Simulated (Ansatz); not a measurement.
A crystal relaxed with r2SCAN+rVV10 in Ansatz has space group P6_3/mmc (No. 194) and a = 3.300 Å, c = 13.149 Å.

```json
{"atom": "Xx", "site": "2c", "x": "0.6667", "y": "0.3333", "z": "0.7500"}
{"atom": "Se", "site": "4f", "x": "0.3333", "y": "0.6667", "z": "0.8767"}
```

With r2SCAN the valence top lies at Γ and the conduction bottom at K–Γ (0.46 of the way from K), 1.14 eV higher; the smallest vertical gap, at K, is 1.61 eV. HSE06 gives an indirect gap of 1.50 eV, from Γ to K–Γ (0.46 of the way from K); the least direct gap is 1.95 eV at K. Meshes: r2SCAN 12×12×2, HSE06 6×6×2. r2SCAN's ε∞ is 14.4 along x and y, 6.3 along z.

Problem. Which element is Xx?
A. Cr
B. Mo
C. W

Solution. C. Xx is W: WSe2 (P6_3/mmc) from a database of computed structures. W has 6 Se at 2.53 Å; Se has 3 W at 2.53 Å.

(Simulation; spin polarisation is off.)

No spin-orbit coupling is included; it can move band edges with weight on the heavy atoms by tenths of an eV.

Where an edge lies off the special points, it is a point of the mesh or the k point where a search put PBE's edge or least direct gap, reused for the other functionals, whose own edges may lie a little apart.

The meshes of the hybrids are coarse, so their gaps aren't converged to the digits shown.
